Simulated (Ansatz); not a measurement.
Bi:
```cif
data_Bi2
_chemical_formula_sum 'Bi2'
_space_group_name_H-M_alt 'P 1'
_space_group_IT_number 1
_cell_length_a 4.62868
_cell_length_b 4.62868
_cell_length_c 4.62868
_cell_angle_alpha 58.076
_cell_angle_beta 58.076
_cell_angle_gamma 58.076
loop_
_space_group_symop_operation_xyz
  'x, y, z'
loop_
_atom_site_label
_atom_site_type_symbol
_atom_site_fract_x
_atom_site_fract_y
_atom_site_fract_z
_atom_site_occupancy
Bi1 Bi 0.23717 0.23717 0.23717 1
Bi2 Bi 0.76283 0.76283 0.76283 1
```

Relaxed with LDA.

Task: Decompose the optical modes at the zone centre into irreducible representations, and say which are infrared and Raman allowed.

Result: Point group -3m: Γ_opt = A1g + Eg. Infrared: none. Raman: A1g, Eg.

Task: Assign frequencies (DFPT, plane-wave PAW LDA (Ansatz code)).

Result: Eg 65, A1g 96 cm⁻¹.

Space group R-3m (A7 (α-As type)). The cell was relaxed with LDA under the symmetry of its start; of distortions, only those at the zone centre were tested. As this level gives no gap, phonon frequencies hold no LO–TO term and depend on the k-mesh and smearing (Fermi–Dirac, 0.1 eV here). Spin–orbit coupling is left out wherever it is not named.

Potentials: the earlier of the program's two PAW sets.
